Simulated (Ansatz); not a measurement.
Values for one crystal, relaxed and computed with PBE (plane waves, PAW; program Ansatz); other levels are named.

| Quantity | Value |
|---|---|
| Volume per atom | 12.81 Å³ |
| Electronic character | metallic (no gap) |
| Density of states at the Fermi level | 0.83 states/eV per atom (mean over ±0.08 eV) |
| Formation energy from the elements (no fitted shifts) | -0.050 eV/atom |

Q: Which of these materials gives this?
A. Al2Au, fluorite or antifluorite type
B. FeCo, CsCl type
C. CoSn, P6/mmm (Co on 3f, Sn on 2d, Sn on 1a)
D. Co7W6, R-3m (Pearson symbol hR13)

A: D, Co7W6, R-3m (Pearson symbol hR13)

The start of the workflow was typed in or built on a structure type; neither database checked (COD, Materials Project) lists it. Its standing as an ambient phase is unchecked. Symmetry was held in the PBE relaxation; its stability against distortions is not shown here. Magnetic state: ferromagnetic, the only order run, not a proven ground state. The volume moved by -22 % from the start of the relaxation. The references are the lowest solids computed at this level, not always the standard phases. Spin–orbit coupling is left out wherever it is not named.

Potentials: the later of the program's two PAW sets.
